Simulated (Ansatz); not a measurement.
**Pd: the lowest state among those tried**

System: Pd, a test cell of our own (not relaxed); the cell holds 1 atom.

```
Pd
1.0
     0.00000    1.94500    1.94500
     1.94500    0.00000    1.94500
     1.94500    1.94500    0.00000
Pd
1
Cartesian
  0.0000 0.0000 0.0000
```

Numbers behind element symbols give the atom's place in this list.

Level of theory: DFT, r2SCAN, norm-conserving potentials, plane waves, scalar-relativistic in Ansatz.

```yaml
plane_wave_cutoff: 1116 eV
k_point_mesh: 4×4×4 (Γ-centred)
occupations: Fermi–Dirac smearing, 0.1 eV
valence_electrons: 18
```

Site moments are integrals over atomic spheres and don't add up to the total.

With one magnetic atom in the cell its copies can only be parallel; orders in a larger cell may lie lower.

The mesh is coarse, so energy differences (and at times their sign) aren't converged.

Orders that need a larger cell or non-collinear spins weren't tried.

The default search lets the program follow hints of a lower state (another filling of open shells, a soft direction), where it sees any. With a search on, the program may also reshape the start on open shells. Ends within 0.2 meV/atom and 0.1 μB count as one state.

Question: The cell was converged 2 times from various starts and settings. Describe the lowest state found.

Answer: Spin-polarised, site moments Pd1 0.48 μB, total 0.45 μB per cell. It was reached from: default search for lower states [Pd1 2.00 μB].

Question: What is the energy gained by magnetism, per atom?

Answer: 15.1 meV/atom (0.02 eV per cell).
